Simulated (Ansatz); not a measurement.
# ¹⁷O NMR of the central transition in TiO₂

Cell: a structure deposited in the COD, ions relaxed with PBE at fixed cell.

Space group Pbca (No. 61); a = 5.1450, b = 9.1850, c = 5.4470 Å.

| site | Wyckoff | site symmetry | x | y | z |
| --- | --- | --- | --- | --- | --- |
| Ti | 8c | 1 | 0.1386 | 0.1290 | 0.9056 |
| O9 | 8c | 1 | 0.4646 | 0.2299 | 0.8912 |
| O17 | 8c | 1 | 0.8160 | 0.0098 | 0.8506 |

One atom of each set is listed.

The numbers come from a DFT calculation in Ansatz (PBE, plane waves and PAW, scalar-relativistic, 420 eV cutoff, Γ-centred 5×3×5 k-points, Fermi–Dirac smearing 0.02 eV).

¹⁷O has I = 5/2 and Q = -25.58 mb (Pyykkö 2018); at 16.4 T its Larmor frequency is ν₀ = 94.7 MHz. Only the quadrupole interaction is simulated: positions count from each site's isotropic chemical shift, and J coupling is left out, as are shift anisotropy and dipolar coupling, which fast spinning averages.

Problem. What does the ¹⁷O spectrum (fast magic-angle spinning) show for each site?

Solution. 

```json
{"site": "O9", "first shell": "3 Ti at 1.92–2.07 Å", "C_Q (MHz)": "1.48", "η": "0.84", "P_Q (MHz)": "1.64", "δ_QIS (ppm)": "-1.81", "breadth (kHz)": "0.386"}
{"site": "O17", "first shell": "3 Ti at 1.86–2.01 Å", "C_Q (MHz)": "-1.23", "η": "0.86", "P_Q (MHz)": "1.38", "δ_QIS (ppm)": "-1.27", "breadth (kHz)": "0.270"}
```

δ_QIS = −(ν_Q²/30ν₀²)[I(I+1) − 3/4](1 + η²/3) × 10⁶ ppm with ν_Q = 3|C_Q|/[2I(2I−1)]; it falls as 1/B₀² in ppm, and the breadth as 1/B₀ in kHz.

At this cell the principal stresses reach 5 GPa in size with PBE, which can matter for small gradients.
